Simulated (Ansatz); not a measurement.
Name crystals whose computed values (the program Ansatz at the r²SCAN level (PAW)) fall in these windows: electron conductivity mass (mₑ) 0.26 to 0.33; B₀ by P(V) fit (GPa) 200 to 250.



```
crystal                            electron conductivity mass (mₑ)  B₀ by P(V) fit (GPa)
---------------------------------  -------------------------------  --------------------
GaN, NiAs type                                                0.30                   230
AlN, wurtzite                                                 0.31                   210
AlN, P6_3/mmc (Al on 2d, N on 2c)                             0.32                   220
SiC, zinc blende                                              0.29                   227
```
Others may fit too.

Not the usual ambient phase: GaN, NiAs type; AlN, P6_3/mmc (Al on 2d, N on 2c). All cells were relaxed under the symmetry of their starts (and spin orders); stability against distortions was not tested throughout. Spin–orbit coupling is left out wherever it is not named.

Potentials: the later of the program's two PAW sets.
